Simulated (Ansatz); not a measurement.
A geometry of TiB2 away from equilibrium: step 2 of the relaxation of a relaxed TiB2 cell displaced along its unstable phonon at q = (½, 0, 0) of its primitive reciprocal cell (96i cm⁻¹), largest move 0.15 Å. Calculation: PBE (plane waves to 420 eV, PAW, scalar-relativistic; Ansatz, a first-principles code). Γ-centred k-mesh 11×11×11 on the run's cell (coarser than for final values), Fermi–Dirac smearing 0.05 eV.

```
CELL_PARAMETERS angstrom
      0.04884     5.07060     5.07060
      2.55972     0.00000     2.55972
      2.55972     2.55972     0.00000
ATOMIC_POSITIONS crystal
  Ti 0.02804 0.98131 0.98131
  Ti 0.47196 0.01869 0.01869
  B  0.09346 0.27102 0.27102
  B  0.64834 0.23444 0.23444
  B  0.40654 0.72898 0.72898
  B  0.85166 0.76556 0.76556
```

### Question
What forces act on the atoms (eV/Å)?

### Answer
| atom | Fx | Fy | Fz |
|---|---|---|---|
| Ti1 | -0.20 | 0.20 | 0.20 |
| Ti2 | 0.20 | -0.20 | -0.20 |
| B3 | 0.26 | -0.26 | -0.26 |
| B4 | 0.13 | -0.13 | -0.13 |
| B5 | -0.26 | 0.26 | 0.26 |
| B6 | -0.13 | 0.13 | 0.13 |

### Question
What is the pressure?

### Answer
0.0 GPa, compression positive.

### Question
How far above the relaxed end point is this geometry?

### Answer
0.88 eV/atom; the path ends in R-3m (No. 166).

No spin polarisation in the result.

The run could not lose the symmetry of its start: the end is stationary, and may be a saddle point rather than a minimum.

The end of the path is a generated cell of TiB2: the first start was made by placing the elements on the sites of a structure type, and the end was not matched to a known phase here, so it may be hypothetical. Known forms of TiB2 include space group No. 191.
